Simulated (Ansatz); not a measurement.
TaAl (rock salt, Fm-3m) at seven volumes, the program Ansatz at the r²SCAN level (PAW), scaled uniformly. One row is withheld.

```tsv
V (Å³/atom)	P (GPa)
16.510	14.51
17.055	8.93
17.599	4.13
18.143	0.00
18.687	?
19.232	-6.64
19.776	-9.29
```

**Question.** Fit the shown pressures and predict the withheld one.

**Answer.** P = (3/2)B₀(x^(7/2) − x^(5/2))[1 + (3/4)(B′ − 4)(x − 1)] with x = (V₀/V)^(2/3). Least squares on the six rows gives V₀ = 18.143 Å³/atom, B₀ = 128 GPa, B′ = 3.94. At V = 18.687, x = 0.9805 and P = -3.57 GPa. The run itself gave -3.56 GPa.

The start of the workflow was typed in or built on a structure type; neither database checked (COD, Materials Project) lists it. Its standing as an ambient phase is unchecked. The cell was relaxed with r²SCAN under the symmetry of its start. At this level the phase is mechanically unstable. The run is not spin-polarised. Its formation energy is positive at this level, so the cell may be metastable or incomplete. Scalar-relativistic: spin–orbit coupling is off unless named, which matters more the heavier the elements.

Potentials: the earlier of the program's two PAW sets.
